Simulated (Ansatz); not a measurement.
## Phonons of LuSe2 in the fluorite structure

Method: PBEsol, scalar-relativistic; no spin polarisation; PAW, 420 eV, Gaussian smearing of 0.15 eV; code Ansatz. The datasets are Ansatz's generated set soft_2.

```cif
data_structure
_symmetry_space_group_name_H-M 'P 1'
_symmetry_Int_Tables_number 1
_cell_length_a 4.7029
_cell_length_b 4.7029
_cell_length_c 4.7029
_cell_angle_alpha 60.000
_cell_angle_beta 60.000
_cell_angle_gamma 60.000
_cell_volume 73.55
loop_
_atom_site_label
_atom_site_type_symbol
_atom_site_fract_x
_atom_site_fract_y
_atom_site_fract_z
_atom_site_occupancy
Lu1 Lu 0.00000 0.00000 0.00000 1
Se1 Se 0.25000 0.25000 0.25000 1
Se2 Se 0.75000 0.75000 0.75000 1
```

The structure was built from a prototype; whether the compound forms in it isn't claimed.

Force constants come from finite displacements in a 2×2×2 supercell (the unit cell's 10×10×10 k-mesh, folded to it); the long-range dipole term is not included. Points in reciprocal vectors of this cell: Γ = (0.000, 0.000, 0.000), X = (0.500, 0.000, 0.500), U = (0.625, 0.250, 0.625), K = (0.375, 0.375, 0.750), L = (0.500, 0.500, 0.500), W = (0.500, 0.250, 0.750).

Frequencies at the named points (cm⁻¹, imaginary ones negative):
```
point                          ω (cm⁻¹)
    Γ     0 0 0 114 114 114 148 148 148
    X    55 55 65 97 97 100 155 155 165
    U   52 53 59 91 101 112 144 150 159
    K   52 53 59 91 101 112 144 150 159
    L  40 40 46 116 116 118 120 131 131
    W    53 53 59 88 96 130 130 153 161
```

Is the structure dynamically stable along this path, and where does the spectrum end?

Yes: no branch is imaginary beyond numerical noise. The highest frequency is 165 cm⁻¹, at X. Points that don't fit the supercell are interpolated.

What does the harmonic approximation give for the vibrational free energy, entropy and heat capacity?

Zero-point energy 18.5 meV/atom.
```csv
T (K),F_vib (meV/atom),S (J/K per mole of atoms),C_V (J/K per mole of atoms)
100,9.1,20.8,20.7
200,-21.3,36.4,23.8
300,-64.4,46.2,24.4
400,-116.1,53.2,24.6
500,-174.2,58.8,24.7
600,-237.5,63.3,24.8
700,-305.2,67.1,24.8
800,-376.5,70.4,24.9
900,-451.0,73.4,24.9
1000,-528.4,76.0,24.9
```

The highest mode, 165 cm⁻¹, is worth 240 K. At 300 K the heat capacity has reached 98 % of the classical limit 3R = 24.9 J/K per mole of atoms, since all modes lie under k_BT.

The crystal is a metal or nearly so; low and unstable modes depend on mesh and smearing.

It ran for 8.4 min on 4 threads of Arm Neoverse V1 (shared host), peak memory 5.2 GiB.

Scalar-relativistic only: spin–orbit splittings of the heavy atoms' levels are missing.
